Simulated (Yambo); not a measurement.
LiBH4 (space group P6_3mc, No. 186), G0W0@LDA (Yambo, plasmon pole, terminator in G, 3×3×2 mesh): gap Γ → K in eV by bands and screening block.

```
bands (W and G)  2 Ry  3 Ry  5 Ry  6 Ry  8 Ry
---------------  ----  ----  ----  ----  ----
35               9.05  9.06  9.18  9.18  9.22
59               8.91  8.94  9.12  9.13  9.20
93                  ?  8.91  9.13  9.14  9.23
136              8.86  8.90  9.14     ?  9.27
179              8.86  8.90  9.14  9.16     ?
```

Problem. Estimate the withheld gaps from their neighbours; the computed values follow.

Solution. 
- 93, 2 Ry: 8.87
- 136, 6 Ry: 9.15
- 179, 8 Ry: 9.29

The largest settings aren't shown to be the converged limit.

Geometry of the Materials Project entry, not relaxed at this level; primitive cell a = 4.180 Å, b = 4.180 Å, c = 6.710 Å, α = 90.00°, β = 90.00°, γ = 120.00°.

The structure is a Materials Project entry; no match was found in the copy of COD used, and its stability was not checked.
